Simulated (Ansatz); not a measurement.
**From a trial cell to the properties of P (black)**

**What was measured.** A measured cell of orthorhombic P (space group Cmce) at 293 K, from the Crystallography Open Database (2007, doi:10.1021/ic062192q), has axes, shortest first, 3.316, 4.379, 10.484 Å and 19.03 Å³/atom.

Method: LDA, scalar-relativistic; no spin polarisation; PAW, 420 eV, Γ-centred 14×14×10 mesh, 0.05 eV Gaussian smearing; code Ansatz. The datasets are Ansatz's generated set soft_2.

Starting cell, 0 % under the database's volume:

```xyz
4
Lattice="1.6568 -5.2390 0.0000 1.6568 5.2390 0.0000 0.0000 0.0000 4.3763" Properties=species:S:1:pos:R:3 pbc="T T T"
P     1.6568    1.0654    2.5407
P     1.6568   -1.0654    1.8356
P     1.6568   -4.1736    4.0237
P     1.6568    4.1736    0.3526
```

The runs in order:

```csv
run,level,k-mesh,kind,V (Å³/atom),P (GPa),E − E(final) (meV/atom),gap on the mesh (eV)
1,LDA,14×14×10,cell and atoms relaxed,17.41,-0.1,0.0,metal
2,LDA,14×14×10,cell and atoms relaxed,17.38,0.0,0.0,metal
```

The cell is relaxed to zero pressure at this level.

The final structure (symmetry read at 0.01 Å). Symmetry: Cmce, No. 64, orthorhombic system. The conventional cell has a = 3.306 Å, b = 10.161 Å, c = 4.138 Å, α = 90.00°, β = 90.00°, γ = 90.00°. P (site symmetry m) has 3 P at 2.22 to 2.24 Å as nearest neighbours. (Neighbours are counted to 15 % beyond the shortest distance.)

```
atom  site  symmetry       x       y       z
   P    8f       m..  0.0000  0.6065  0.5714
```

- At the final geometry the gap, band path included, is zero (metallic).
- The runs in the table took roughly 2.6 core-minutes.

**Comparison.** The computed cell (3.306, 4.138, 10.161 Å, 17.38 Å³/atom) differs from the database's by −8.7 % in volume, about −3.0 % in length. The axes miss by −0.3 %, −5.5 %, −3.1 %. LDA overbinds and usually gives cells that are too small.

The structure is built of weakly bound layers, and this functional has no dispersion term, so their spacing and all that hangs on it (volume, the soft elastic constants, low modes, dielectric constants) are poorly given.
